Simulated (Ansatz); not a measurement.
Consider the following.

Al$_{3}$Ru$_{2}$:
```cif
data_Al6Ru4
_chemical_formula_sum 'Al6 Ru4'
_space_group_name_H-M_alt 'I4/mmm'
_space_group_IT_number 139
_space_group_name_Hall '-I 4 2'
_cell_length_a 3.07648
_cell_length_b 3.07648
_cell_length_c 14.28127
_cell_angle_alpha 90.000
_cell_angle_beta 90.000
_cell_angle_gamma 90.000
loop_
_atom_site_label
_atom_site_type_symbol
_atom_site_symmetry_multiplicity
_atom_site_Wyckoff_symbol
_atom_site_fract_x
_atom_site_fract_y
_atom_site_fract_z
_atom_site_occupancy
Al1 Al 2 a 0.00000 0.00000 0.00000 1
Al2 Al 4 e 0.00000 0.00000 0.19390 1
Ru1 Ru 4 e 0.00000 0.00000 0.39419 1
```
(The calculation used a cell of 5 atoms; values per cell refer to that cell.)

This is the r²SCAN-relaxed structure.

Task: All from r²SCAN (plane waves, PAW; program Ansatz), unless another level is named. Estimate the density of states at the Fermi level.

Result: 0.24 states/eV per atom (mean over ±0.08 eV).

Task: Give the formation energy from the elements (no fitted shifts).

Result: -0.77 eV/atom.

Task: Give the gap with spin–orbit coupling.

Result: none (metallic).

The workflow started from a Materials Project entry (that database holds measured and hypothetical structures alike); the Crystallography Open Database copy checked does not list it. Its standing as an ambient phase is unchecked. The r²SCAN relaxation kept the symmetry of its start; its stability against distortions is not shown here. No spin polarisation was allowed. The references are the lowest solids computed at this level, not always the standard phases. Scalar-relativistic: spin–orbit coupling is off unless named, which matters more the heavier the elements.

Potentials: the later of the program's two PAW sets.
